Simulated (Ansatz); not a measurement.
## BiW in the NiAs-type structure

The computed numbers are results of PBE, scalar-relativistic (no spin polarisation) in the plane-wave PAW code Ansatz at 420 eV, Γ-centred 10×10×6 mesh, 0.05 eV Gaussian smearing. The datasets are Ansatz's generated set soft_2.

```
W Bi
1.0
     4.62621    0.00000    0.00000
    -2.31310    4.00641    0.00000
     0.00000    0.00000    5.15283
W Bi
2 2
Direct
  0.00000 0.00000 0.00000
  0.00000 0.00000 0.50000
  0.33333 0.66667 0.25000
  0.66667 0.33333 0.75000
```

The structure was built from a prototype; whether the compound forms in it isn't claimed.

The cell above was scaled in volume, and shape and atoms were relaxed at each volume within its symmetry. Energies are counted from the cell above.

| V (Å³/atom) | ΔE (meV/atom) | P (GPa) |
| --- | --- | --- |
| 22.56 | 27.2 | 7.1 |
| 22.92 | 13.7 | 4.9 |
| 23.40 | 3.2 | 2.3 |
| 23.88 | 0.0 | 0.0 |
| 24.35 | 3.0 | -2.0 |
| 24.83 | 11.8 | -3.9 |
| 25.55 | ? | ? |
| 26.26 | 67.5 | -8.3 |

Question: Fill in the withheld row.

Answer: ΔE (meV/atom): 34.7, P (GPa): -6.3.

Question: What do the points give for the equilibrium volume, the bulk modulus and its pressure derivative (third-order Birch–Murnaghan)?

Answer: V0 = 23.88 Å³/atom, B0 = 108 GPa, B0′ isn't fixed: the energies give 4.6, and a fit of the pressures differs by over 0.35.

B0·V0 = 108.5 GPa × 23.88 Å³ = 16.17 eV/atom sets the scale: near the minimum ΔE ≈ ½ B0 V0 x², with x = V/V0 − 1, and a pressure of 1.1 GPa squeezes the volume by about 1 %. At the ends of the curve: x = −5.5 % predicts 24.5 meV/atom and the run gives 27.2; x = +10.0 % predicts 80.7 meV/atom and the run gives 67.5. The lopsidedness is anharmonic: atoms resist being pushed together more than being pulled apart.

These numbers lack spin–orbit coupling. The run is a metal.
